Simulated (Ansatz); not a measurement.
Given:

In2Ag:
```
CELL_PARAMETERS angstrom
     -3.42631     3.42631     2.77595
      3.42631    -3.42631     2.77595
      3.42631     3.42631    -2.77595
ATOMIC_POSITIONS crystal
  In 0.34482 0.15518 0.50000
  In 0.65518 0.84482 0.50000
  In 0.15518 0.65518 0.81036
  In 0.84482 0.34482 0.18964
  Ag 0.75000 0.75000 0.00000
  Ag 0.25000 0.25000 0.00000
```

This is the PBEsol-relaxed structure.

Question: All from plane-wave PAW PBEsol (Ansatz code), unless another level is named. Estimate the bulk modulus (Birch–Murnaghan fit).

Answer: 66.8 GPa.

Question: What about the highest zone-centre frequency?

Answer: 186 cm⁻¹.

Space group I4/mcm. The workflow started from a Materials Project entry (that database holds measured and hypothetical structures alike); the Crystallography Open Database files this formula in space group No. 140, but the cells were not matched. Its standing as an ambient phase is unchecked. Symmetry was held in the PBEsol relaxation; of distortions, only those at the zone centre were tested. No spin polarisation was allowed. As this level gives no gap, phonon frequencies hold no LO–TO term and depend on the k-mesh and smearing (Fermi–Dirac, 0.1 eV here).

Potentials: the later of the program's two PAW sets.
